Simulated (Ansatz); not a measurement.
CeTaN$_{3}$:
```
CeTaN3
1.0
    4.01637     0.00000     0.00000
    0.00000     4.01637     0.00000
    0.00000     0.00000     4.01637
Ce Ta N
1 1 3
Cartesian
  0.00000   0.00000   0.00000
  2.00818   2.00818   2.00818
  2.00818   2.00818   0.00000
  2.00818   0.00000   2.00818
  0.00000   2.00818   2.00818
```

Relaxed with PBEsol. Special points in fractions of this cell's reciprocal vectors: Γ (0.000, 0.000, 0.000); X (0.000, 0.500, 0.000); M (0.500, 0.500, 0.000); R (0.500, 0.500, 0.500).

**Question.** List the band energies nearest the Fermi level at these points for DFT-PBEsol with spin–orbit coupling in the program Ansatz with PAW potentials.

**Answer.** In eV from the Fermi level; about four levels below and three above (degenerate sets whole), none deeper than 8.9 eV; points with the same levels are listed once.

```csv
k,below,above
Γ,-1.76 -1.76 -1.76 -1.76 -0.05 -0.05,0.30 0.30 0.32 0.32 0.32 0.32
X,-0.11 -0.11 0.00 0.00,0.06 0.06 0.23 0.23
M,-1.74 -1.74 -1.19 -1.19,0.05 0.05 0.06 0.06
R,-0.41 -0.41 -0.41 -0.41,0.16 0.16 0.16 0.16
```

Space group Pm-3m (cubic perovskite). The start of the workflow was typed in or built on a structure type; neither database checked (COD, Materials Project) lists it. Whether it is the stable phase at ambient conditions was not checked. Symmetry was held in the PBEsol relaxation. At this level the phase is dynamically unstable (imaginary phonons). The workflow began spin-polarised and lost its moments. The 4f shell is in the valence. No Hubbard U is applied.

Potentials: the later of the program's two PAW sets.
